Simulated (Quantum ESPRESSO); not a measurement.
# Au2AgPt4Rh: different elements on one site, starting from this cell

A calculation, not a measurement. The program is pw.x of Quantum ESPRESSO 7.5 (plane-wave density functional theory). The cell is made up: eight metal atoms on a face-centred cubic lattice, with elements, volume, strain and displacements drawn at random and not relaxed, so it may be unstable or far from any real phase. PseudoDojo standard norm-conserving files set the functional (PBE unless stated); there is no spin polarisation or spin-orbit coupling, the Fermi-Dirac width of 0.25 eV means electrons at about 2900 K, and the masses in the input are unused placeholders. Heavy elements are run without spin-orbit coupling, which real alloys of them have. A spin test at this wide smearing found no moment, but such smearing suppresses magnetism that the real alloy may have.

The runs put different elements on site 4. Cell, positions, cutoff, mesh and smearing stay as in the input of run 1; sites are counted in its order. Stress in the tables is positive in tension.

Input of run 1:

```
&control calculation='scf', pseudo_dir='./dojo.nc.sr.pbe.v0_5.standard.upf', outdir='./o', disk_io='minimal', tprnfor=.true., tstress=.true. /
&system ibrav=0, nat=8, ntyp=4, nbnd=87, ecutwfc=87.97787729, nosym=.true., tot_charge=0,
 occupations='smearing', smearing='fd', degauss=0.0183746611
/
&electrons conv_thr=1.470e-08, electron_maxstep=70, mixing_beta=0.5 /
ATOMIC_SPECIES
Ag 1.0 Ag.upf
Au 1.0 Au.upf
Pt 1.0 Pt.upf
Rh 1.0 Rh.upf
CELL_PARAMETERS angstrom
0.0 1.9702 1.9702
-3.9404 1.9702 -1.9702
-3.9404 -5.9106 5.9106
ATOMIC_POSITIONS angstrom
Au 0.0218 -0.0207 0.12
Ag -3.9364 -3.7367 4.0436
Pt -4.0171 -1.8888 1.924
Rh -4.0363 -0.0521 -0.004
Pt -1.9275 -1.976 3.8811
Au -1.9622 0.0034 2.0767
Pt -2.0609 1.9197 0.0692
Pt -5.7876 -1.9526 3.9989
K_POINTS automatic
8 5 3 1 1 1
```

| run | elements on sites 1 to 8 | -TS (eV) | pressure (GPa) | stress xx (GPa) | stress yy (GPa) | stress zz (GPa) | stress yz (GPa) | stress xz (GPa) | stress xy (GPa) | iterations |
| --- | --- | --- | --- | --- | --- | --- | --- | --- | --- | --- |
| 1 | Au Ag Pt Rh Pt Au Pt Pt | -1.545 | 17.08 | -18.64 | -16.88 | -15.72 | 0.88 | -0.68 | 0.94 | 17 |
| 2 | Au Ag Pt Al Pt Au Pt Pt | -0.877 | 14.72 | -13.78 | -15.98 | -14.41 | -1.76 | -2.21 | 2.65 | 15 |
| 3 | Au Ag Pt Ti Pt Au Pt Pt | -1.113 | 17.72 | -18.17 | -18.20 | -16.79 | -1.54 | -1.72 | 2.12 | 19 |
| 4 | Au Ag Pt Pd Pt Au Pt Pt | -1.344 | 18.49 | -20.20 | -18.23 | -17.02 | 1.10 | -0.37 | 0.64 | 19 |

Forces Fx Fy Fz (eV/Å):

```
site             run 1             run 2             run 3             run 4
   1  -0.08 1.10 -1.31  -0.10 0.85 -1.10  -0.08 0.91 -1.16  -0.11 1.10 -1.31
   2   0.79 -1.75 0.50   0.75 -1.76 0.53   0.74 -1.79 0.54   0.79 -1.74 0.49
   3   0.64 -0.72 0.55   0.88 -0.35 0.12   0.77 -0.35 0.11   0.68 -0.85 0.69
   4    1.53 0.11 0.44   0.69 -0.07 0.29   1.15 -0.07 0.54    1.58 0.23 0.26
   5   -0.98 0.19 0.55  -0.04 0.80 -0.03   -0.34 0.60 0.17   -1.29 0.02 0.71
   6  -0.96 0.44 -1.00  -0.37 0.31 -0.60  -0.76 0.30 -0.80  -1.01 0.46 -0.99
   7   0.78 -0.02 0.30  -0.03 -0.46 0.83   0.32 -0.22 0.57    1.07 0.10 0.19
   8  -1.72 0.65 -0.02  -1.78 0.68 -0.04   -1.80 0.60 0.03  -1.70 0.68 -0.04
```

Energies are left out, as each element's file has its own zero. A rerun of one cell of this series at a higher cutoff and on a denser mesh moved values by no more than 0.009 eV in energy, 0.18 GPa in stress and 0.011 eV/Å in force, and a second program with other atomic files agreed on that cell to 2 % rms in force and 0.5 GPa in pressure.